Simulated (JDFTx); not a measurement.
```yaml
surface: Ta(110)
bulk: Ta, Im-3m, lattice of mp-50 (not re-optimised)
slab: 5 atoms in 5 planes, (1×1), 9.2 Å between the outermost planes
in-plane cell: 3.310 × 2.866 Å, 7.75 Å²
cell_height: 28.4 Å
sampling: 10×10×1 k mesh, Fermi smearing 0.01 Ha, no spin polarisation
```

Adsorbate: O on both faces at 1.00 monolayer, started bridge and relaxed in vacuum, keeping the symmetry of the start.

Computed with a modified build of JDFTx: PBE, GBRV ultrasoft potentials, plane waves to 20/100 Ha. The adsorption energy per O is [E(slab + 2 O) − E(slab)]/2 − (E(H2O) − E(H2)), with the gas molecules relaxed at the same level and slab energies taken as (E + F)/2, the usual estimate of zero smearing. In reaction energies these potentials put H₂ about 0.03 eV too high against large-basis PBE. Energies are static: no zero-point or thermal terms. Both faces are alike, and the cell allows no reconstruction beyond its size.

Predict the adsorption energy and the geometry, and the change of the work function.

-1.50 eV. O sits 1.28 Å above the highest substrate atom, bound to 2 Ta at 1.92 Å. The work function goes from 4.69 to 6.16 eV. In CANDLE, water, 1 M NaF, at zero charge, the adsorption energy is -1.50 eV and the potential of zero charge moves from -0.17 to 1.59 V vs SHE (4.44 V convention).
